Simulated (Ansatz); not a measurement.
Rh (fcc (Cu type), space group No. 225) under volume change, PBE in the plane-wave PAW code Ansatz, scaled uniformly.

| V (Å³/atom) | E − E(relaxed) (meV/atom) | P (GPa) |
|---|---|---|
| 12.782 | 110.9 | 30.94 |
| 13.204 | 46.1 | 18.68 |
| 13.625 | 10.8 | 8.48 |
| 14.047 | 0.0 | 0.00 |
| 14.468 | 9.6 | -7.04 |
| 14.889 | 36.0 | -12.88 |
| 15.311 | 76.4 | -17.70 |

Task: What does a third-order Birch–Murnaghan fit give for V₀, B₀ and B′?

Result: V₀ = 14.05 Å³/atom, B₀ = 257 GPa, B′ = 5.2.

Space group Fm-3m (fcc (Cu type)). The PBE relaxation kept the symmetry of its start. The run is not spin-polarised.

Potentials: the earlier of the program's two PAW sets.
